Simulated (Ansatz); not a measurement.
According to DFT-r²SCAN+D4 in the program Ansatz with PAW potentials, In2O3 in the La2O3 or Ni2Al3 type structure (P-3m1) relaxes to a = 3.418 Å, c = 6.054 Å. O on 1a has 6 nearest neighbours from 2.44 Å (octahedral).

It is gapped at this level: 1.34 eV (smallest direct gap 1.37 eV). HSE06 on the same cell gives 2.21 eV. Gap from r²SCAN+D4 with spin–orbit coupling: 1.34 eV. Electrons at the band edge weigh 0.15, 0.18, 0.18 mₑ (principal values). The hole mass is 0.61, 3.1, 4.9 mₑ (principal values).

The relaxed-ion elastic constants in GPa are C11 = 279, C12 = 182, C13 = 124, C14 = 60.2, C33 = 144, C44 = 67.3. Bader charges are In +1.94, O -1.34 to -1.27 e.

The start of the workflow was typed in or built on a structure type; neither database checked (COD, Materials Project) lists it. It is not the phase usual at ambient conditions (space group No. 206). Symmetry was held in the r²SCAN+D4 relaxation. At this level the phase is mechanically unstable. The volume moved by -25 % from the start of the relaxation. Spin–orbit coupling is left out wherever it is not named.

Potentials: the earlier of the program's two PAW sets.
